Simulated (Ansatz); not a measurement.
Consider the following.

MoSi2 (MoSi2 type, space group I4/mmm)

```xyz
3
Lattice="-1.5951 1.5951 3.9103 1.5951 -1.5951 3.9103 1.5951 1.5951 -3.9103" Properties=species:S:1:pos:R:3 pbc="T T T"
Mo     0.0000     0.0000     0.0000
Si     0.0000     0.0000     2.6206
Si     0.0000     0.0000     5.2000
```

Equation-of-state scan: isotropic scaling of the cell above, V₀ being its volume. The atoms relax within the cell's symmetry.

These are PBEsol (plane waves to 420 eV, PAW, scalar-relativistic; Ansatz, a program for electronic structure) values and carry that method's errors. k mesh 20×20×20 (Γ-centred), Fermi-Dirac smearing 0.05 eV. E stands for the smeared free energy. Stress and pressure are positive under compression. With the shape held, the modulus is that of even scaling; a crystal free to change shape is softer. MoSi2 is run without spin polarisation. MoSi2 was relaxed with its symmetry unable to fall. ΔE is measured from the relaxed starting cell.

The scan covers V/V₀ from 0.940 to 1.060 in 13 points.

**Question.** What is the fitted pressure derivative B₀′?

**Answer.** 4.5.

**Question.** What bulk modulus at fixed cell shape B₀ follows from a third-order Birch-Murnaghan fit?

**Answer.** 220 GPa.

(A scan under strain: stresses follow from slopes of the energy per volume, elastic moduli from its curvatures.)
